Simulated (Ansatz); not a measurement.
Sn (Fd-3m), an elastic constant from a strain scan

These are results of DFT PBEsol, scalar-relativistic, plane waves, PAW in Ansatz 0.2.0, not measurements. Settings: plane waves to 420 eV, k-mesh 12×12×12 (Γ-centred), Gaussian smearing 0.15 eV. No spin polarisation. Energies are free energies at this smearing, counted from the undisturbed cell; pressure is positive in compression.

Reference structure (as given, not relaxed at this level; it stands at 1.0 GPa):

```xyz
2
Lattice="0.0000 3.2456 3.2456 3.2456 0.0000 3.2456 3.2456 3.2456 0.0000" Properties=species:S:1:pos:R:3 pbc="T T T"
Sn    3.2456    3.2456    3.2456
Sn    4.8684    4.8684    4.8684
```

The cell is strained by ε times the Voigt pattern (1, -1, 0, 0, 0, 0) (xx, yy, zz, yz, xz, xy; engineering shear) with fractional coordinates fixed. The cell holds 2 atoms in V0 = 68.38 Å³. The stress column is τ = (1/V0) dE/dε, got from the stress tensor σ (compression positive) at each point as −det(1 + εP) σ : P(1 + εP)⁻¹, with P the pattern as a tensor.

| ε | ΔE (meV/atom) | τ (GPa) |
| --- | --- | --- |
| -0.0875 | 49.123 | -5.035 |
| -0.0750 | 36.483 | -4.431 |
| -0.0625 | 25.540 | -3.766 |
| -0.0500 | 16.436 | -3.054 |
| -0.0375 | 9.277 | -2.310 |
| -0.0250 | 4.130 | -1.547 |
| -0.0125 | 1.033 | -0.774 |
| 0.0000 | 0.000 | 0.000 |
| 0.0125 | 1.033 | 0.774 |
| 0.0250 | 4.130 | 1.547 |
| 0.0375 | 9.277 | 2.310 |
| 0.0500 | 16.436 | 3.054 |
| 0.0625 | 25.540 | 3.766 |
| 0.0750 | 36.483 | 4.431 |
| 0.0875 | 49.123 | 5.035 |
| 0.1000 | ? | ? |

Q: Which combination of elastic constants does this scan measure, and how large is it?

A: For small ε, τ = τ0 + Kε with K = pᵀCp, which for this pattern is 2(C11 − C12) in the cubic axes. The parabola through τ at ε = -0.0125, 0 and 0.0125 has slope K = 62 GPa at zero. The energies per cell, E = NΔE, of the same two points give K = 2[E(ε₊)/ε₊ − E(ε₋)/ε₋]/[(ε₊ − ε₋)V0] = 62 GPa, in agreement.

Q: Predict the withheld row at ε = 0.1000 from the harmonic law, and compare.

A: ΔE = V0(τ0 ε + Kε²/2)/N = 66.094 meV/atom and τ = 6.19 GPa. The calculation gives 63.278 meV/atom and 5.56 GPa: the energy lies 4 % below the harmonic value.

In a metal these slopes depend on the k mesh and the smearing.